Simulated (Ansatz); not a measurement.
## Si3N4: a ladder of calculations

Cell of run 1: a COD entry (perhaps calculated rather than measured).

Space group P6_3/m (No. 176); a = 7.6020, c = 2.9060 Å, γ = 120.00°.

```
site  Wyckoff  site symmetry       x       y       z
  Si       6h            m..  0.7685  0.1746  0.2500
  N7       6h            m..  0.0305  0.3302  0.2500
 N13       2d           -6..  0.6667  0.3333  0.2500
```

One atom of each set is listed.

Relaxed positions (PBE, cell held):

Si (0.7680, 0.1741, 0.2500)
N7 (0.0300, 0.3299, 0.2500)
N13 (0.6667, 0.3333, 0.2500)

All runs are DFT with Ansatz 0.2.0 (plane waves and PAW, scalar-relativistic unless spin–orbit coupling is named, Γ-centred meshes, Fermi–Dirac smearing where given) in this cell.

Run 1: PBE, gradients read without the response of the cores, atoms as given; 420 eV, 4×4×10 k-points, smearing 0.02 eV.
Run 2: PBE, gradients read without the response of the cores, atoms relaxed; 420 eV, 4×4×10 k-points, smearing 0.02 eV.
Run 3: r2SCAN, gradients read without the response of the cores, at the relaxed atoms; 500 eV, 4×4×10 k-points, smearing 0.02 eV.
Run 4: LDA, gradients read without the response of the cores, at the relaxed atoms; 420 eV, 4×4×10 k-points, smearing 0.02 eV; the PAW files are those made for PBE.

| run | Si V_zz (η) | N7 V_zz (η) | N13 V_zz (η) |
| --- | --- | --- | --- |
| 1 | 0.90 (0.27) | -5.13 (0.07) | -5.10 (0.00) |
| 2 | 0.90 (0.27) | -5.13 (0.07) | -5.08 (0.00) |
| 3 | 0.89 (0.24) | -5.15 (0.08) | -5.19 (0.00) |
| 4 | ? | ? | ? |

V_zz in 10²¹ V/m².

Q: Estimate the row of run 4.

A: Si: 0.89 (0.28); N7: -4.91 (0.08); N13: -4.86 (0.00). It lies nearest to run 2, from whose tensors on these sites it differs by 0.23 at most (largest principal value of the difference, on N13). Taken one at a time, the functional (between the two that differ most) moves the tensors on these sites by up to 0.33 (largest principal value of the change, on N13), the positions of the atoms (as given or relaxed) by 0.03 (N7).

The cell isn't the equilibrium one in runs 1, 2 (calculated pressure 6, 6 GPa), and the entry's cell may itself be off.
